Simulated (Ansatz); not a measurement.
A single-point calculation of Ge in the diamond structure with Ansatz 0.2.0, at the level r2SCAN+SOC. The cell was relaxed with r2SCAN and then strained, so it isn't that functional's minimum.

```yaml
crystal:
  lattice:
    - [0.0, 2.8368735121, 2.8368735121]
    - [2.8368735121, 0.0, 2.8368735121]
    - [2.8368735121, 2.8368735121, 0.0]
  atoms:
    - { symbol: Ge, position: [0.0, 0.0, 0.0] }
    - { symbol: Ge, position: [0.25, 0.25, 0.25] }
kpoints:
  mp_grid: { grid: [8, 8, 8] }
  band_path:
    path:
      - [0.0, 0.0, 0.0]
      - [0.5, 0.0, 0.5]
      - [0.625, 0.25, 0.625]
      - [0.375, 0.375, 0.75]
      - [0.5, 0.5, 0.5]
      - [0.5, 0.25, 0.75]
    npoints: 1
hamiltonian:
  xc: r2scan
scf:
  occupations: { method: fermi_dirac, width: 0.02 }
  n_extra_bands: 8
magnetization:
  noncollinear: true
  spin_orbit: true
output:
  forces: true
  stress: true
  eigenvalues: true
```

Some lines of the output have been replaced by numbered gaps.
```
Functional definition: r2SCAN
Crystal: 2 atoms, lattice volume = 45.661 Å³
[1]
Bands: 36, of which v1, the nominal top of the filled ones, is band 28 counted from 1 (27 counted from 0)
Symmetry: 48 space group operations + 48 with time reversal
Magnetic group: BNS 227.129 (UNI 1631)
k-points: 29 of 512
Projection manifold: j_resolved (fully-relativistic pseudo-atomic orbitals)
Free energy (F): -8600.341763 eV
[2]
--- Forces (eV/Å), atoms counted from 1 ---
  atom   1  Ge      0.00000      0.00000      0.00000
  atom   2  Ge      0.00000      0.00000      0.00000
--- Stress (GPa, compression-positive) ---
       -0.025299       0.000000       0.000000
        0.000000      -0.025299       0.000000
        0.000000       0.000000      -0.025299
  P = ⅓ Tr σ = -0.0253 GPa (-0.253 kbar)
--- Band table (eV; the first three rows and the last of 29) ---
[3]
```

The rows of the band table are 0: (0, 0, 0) = Γ, 1: (0, 0, 1/8), 2: (0, 0, 1/4), 28: (1/4, -1/2, -1/4) = W.

Task: What stood in the gaps? They hold the Fermi energy and the band table, cutoff and plane waves at Γ.

Result:
```
[1]
Basis set: ecut = 500 eV, 1211 PW (Γ)
[2]
Fermi energy:    8.502695 eV
[3]
  k-point 0: bands = […, -4.9640, -4.9640, 8.0745, 8.0745, 8.3616, 8.3616, 8.3616, 8.3616, 8.6320, 8.6320, 10.8495, 10.8495, 11.0578, 11.0578, …]
  k-point 1: bands = […, -4.7657, -4.7657, 5.9231, 5.9231, 7.8251, 7.8251, 8.0111, 8.0111, 9.5561, 9.5561, 11.3860, 11.3860, 11.5274, 11.5274, …]
  k-point 2: bands = […, -4.1907, -4.1907, 3.4509, 3.4509, 7.2541, 7.2541, 7.4367, 7.4367, 9.1935, 9.1935, 12.0588, 12.0588, 12.1910, 12.1910, …]
  k-point 28: bands = […, -0.8204, -0.8204, -0.7962, -0.7962, 4.2163, 4.2163, 4.2904, 4.2904, 12.8611, 12.8611, 12.9940, 12.9940, 13.3256, 13.3256, …]
```
Only the leading digits can be foreseen; the rest is this run's record.

Wall time 30 s on 1 × NVIDIA H100 80GB HBM3 with 2 threads of AMD EPYC 7R13 Processor (Zen 3), on a shared host, load about 0.7 per core; peak host memory 1.2 GiB.

Non-magnetic throughout; all numbers are computed.
